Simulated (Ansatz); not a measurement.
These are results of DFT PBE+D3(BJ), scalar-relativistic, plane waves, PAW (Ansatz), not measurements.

Cutoff 420 eV; k points 8×8×10 on the computed 5-atom cell (Γ-centred); Gaussian smearing, width 0.01 eV; collinear spin from starting moments 0 0 0 1 1 μB.

Structure with the computed forces (eV/Å) in the last three columns:

```xyz
5
Lattice="3.8372 -3.8873 0.0000 3.8372 3.8873 0.0000 -0.7381 0.0000 3.9625" Properties=species:S:1:pos:R:3:forces:R:3 pbc="T T T" pressure_GPa=-1.32
Cu    0.0000    0.0000    0.0000    0.0000    0.0000    0.0000
Br    5.3503    0.0000    2.2892   -0.0290    0.0000    0.0610
Br    1.5860    0.0000    1.6733    0.0290    0.0000   -0.0610
N     3.8372    2.0129    0.0000    0.0000   -0.0550    0.0000
N     3.8372   -2.0129    0.0000    0.0000    0.0550    0.0000
```

Stress tensor (GPa, compression positive):

```
-1.52  0.00 -0.08
 0.00 -1.08  0.00
-0.08  0.00 -1.37
```

Cost: 1 run of about 4.1 core-minutes, on Intel Xeon Processor @ 2.50GHz (Skylake/Cascade Lake) (shared hosts).